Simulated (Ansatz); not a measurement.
The calculation used Ansatz, DFT PBE, scalar-relativistic, plane waves, PAW. Settings: cutoff 420 eV, Γ-centred meshes spaced at most about 0.3 Å⁻¹, and about 0.25 Å⁻¹ or finer for metals (2π included), Gaussian smearing. Collinear spin in cells that started with moments and kept them past the coarse steps, no spin elsewhere.

All energies are static (0 K, no zero-point motion).

Compare these two cells of TiFeC4N4, each relaxed at this level.

1. (site moments Ti 0.9; Fe -1.5 μB)

```cif
data_structure
_symmetry_space_group_name_H-M 'P4/mmm'
_symmetry_Int_Tables_number 123
_cell_length_a 7.3045
_cell_length_b 7.3045
_cell_length_c 3.3056
_cell_angle_alpha 90.000
_cell_angle_beta 90.000
_cell_angle_gamma 90.000
_cell_volume 176.37
loop_
_atom_site_label
_atom_site_type_symbol
_atom_site_symmetry_multiplicity
_atom_site_Wyckoff_symbol
_atom_site_fract_x
_atom_site_fract_y
_atom_site_fract_z
_atom_site_occupancy
Ti1 Ti 1 a 0.00000 0.00000 0.00000 1
Fe1 Fe 1 c 0.50000 0.50000 0.00000 1
C1 C 4 j 0.20741 0.79259 0.00000 1
N1 N 4 j 0.32107 0.67893 0.00000 1
```

2. (site moments Ti -0.8; Fe 2.8 μB)

```cif
data_structure
_symmetry_space_group_name_H-M 'P-43m'
_symmetry_Int_Tables_number 215
_cell_length_a 6.0005
_cell_length_b 6.0005
_cell_length_c 6.0005
_cell_angle_alpha 90.000
_cell_angle_beta 90.000
_cell_angle_gamma 90.000
_cell_volume 216.06
loop_
_atom_site_label
_atom_site_type_symbol
_atom_site_symmetry_multiplicity
_atom_site_Wyckoff_symbol
_atom_site_fract_x
_atom_site_fract_y
_atom_site_fract_z
_atom_site_occupancy
Ti1 Ti 1 a 0.00000 0.00000 0.00000 1
Fe1 Fe 1 b 0.50000 0.50000 0.50000 1
C1 C 4 e 0.20226 0.20226 0.20226 1
N1 N 4 e 0.31555 0.31555 0.31555 1
```

Question: Which form is favoured at zero pressure, and by what margin per atom?

Answer: Cell 2 is lower, by 72 meV/atom. Cell 1 has space group P4/mmm (No. 123), 17.6 Å³/atom and no gap on its mesh; cell 2 has space group P-43m (No. 215), 21.6 Å³/atom and no gap. Their magnetic states differ too, which can make part of the margin. The lower one is the more open, so pressure narrows the difference. Even the lower one lies +0.30 eV/atom against the reference forms of the elements (uncorrected), so neither is stable at this level. In cell 1, Ti has 4 C at 2.14 Å; Fe has 4 N at 1.85 Å; around C lie 1 N at 1.17 Å and 1 Ti at 2.14 Å; N is surrounded by 1 C at 1.17 Å and 1 Fe at 1.85 Å. In cell 2, around Ti lie 4 C at 2.10 Å; around Fe lie 4 N at 1.92 Å; C is surrounded by 1 N at 1.18 Å and 1 Ti at 2.10 Å; N has 1 C at 1.18 Å and 1 Fe at 1.92 Å. Both come from invented guesses.

In such compounds of Fe and Ti a zero gap at this level may well be an artefact, since no Hubbard U is applied. The magnetic state reached may not be the lowest. Cells relaxed within their symmetry can be saddle points. Some structure types and database cells were kept out of the candidates from the start, so a known form may be missing.
